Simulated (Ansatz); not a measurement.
Al₁₂W in space group Im-3 (No. 204; Al on 24g, W on 2a) under volume change, PBEsol (plane waves, PAW; program Ansatz), shape and atoms relaxed at each volume.

```csv
V (Å³/atom),E − E(relaxed) (meV/atom),P (GPa)
14.992,48.1,11.30
15.487,20.1,6.91
15.981,…,…
16.475,0.0,0.00
16.969,…,…
17.464,16.0,-4.90
17.958,34.0,-6.72
```

### Question
Fill in the missing entries.

### Answer

- 15.981, E − E(relaxed) (meV/atom): 4.8
- 15.981, P (GPa): 3.17
- 16.969, E − E(relaxed) (meV/atom): 4.2
- 16.969, P (GPa): -2.67

### Question
What does a third-order Birch–Murnaghan fit give for V₀, B₀ and B′?

### Answer
V₀ = 16.48 Å³/atom, B₀ = 96.0 GPa, B′ = 4.7.

The workflow started from a Materials Project entry (that database holds measured and hypothetical structures alike); the Crystallography Open Database copy checked does not list it. Whether it is the stable phase at ambient conditions was not checked. The cell was relaxed with PBEsol under the symmetry of its start; whether a distortion lowers the energy is not shown. No spin polarisation was allowed. Spin–orbit coupling is left out wherever it is not named.

Potentials: the later of the program's two PAW sets.
